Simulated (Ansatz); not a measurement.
Here is the system:

NbSi2:
```xyz
9
Lattice="4.7692 0.0000 0.0000 -2.3846 4.1302 0.0000 0.0000 0.0000 6.5715" Properties=species:S:1:pos:R:3 pbc="T T T"
Si     0.0000     1.3174     0.0000
Si     3.6282     0.6587     4.3810
Si     1.2436     3.4715     2.1905
Si     2.3846     2.8128     0.0000
Si    -1.2436     3.4715     4.3810
Si     1.1409     0.6587     2.1905
Nb     2.3846     0.0000     0.0000
Nb     1.1923     2.0651     4.3810
Nb    -1.1923     2.0651     2.1905
```

This is the PBEsol-relaxed structure.

### Question
All from the program Ansatz at the PBEsol level (PAW), unless another level is named. Estimate the electronic character.

### Answer
metallic (no gap).

### Question
And the formation energy from the elements (no fitted shifts)?

### Answer
-64 kJ/mol of atoms.

### Question
Give the density of states at the Fermi level.

### Answer
0.39 states/eV per atom (mean over ±0.08 eV).

### Question
And the gap with spin–orbit coupling?

### Answer
none (metallic).

Space group P6_422. The workflow started from an entry of the Crystallography Open Database (COD), which files this formula under 2 space groups. Its standing as an ambient phase is unchecked. The cell was relaxed with PBEsol under the symmetry of its start; its stability against distortions is not shown here. The run is not spin-polarised. The references are the lowest solids computed at this level, not always the standard phases. Scalar-relativistic: spin–orbit coupling is off unless named, which matters more the heavier the elements.

Potentials: the later of the program's two PAW sets.
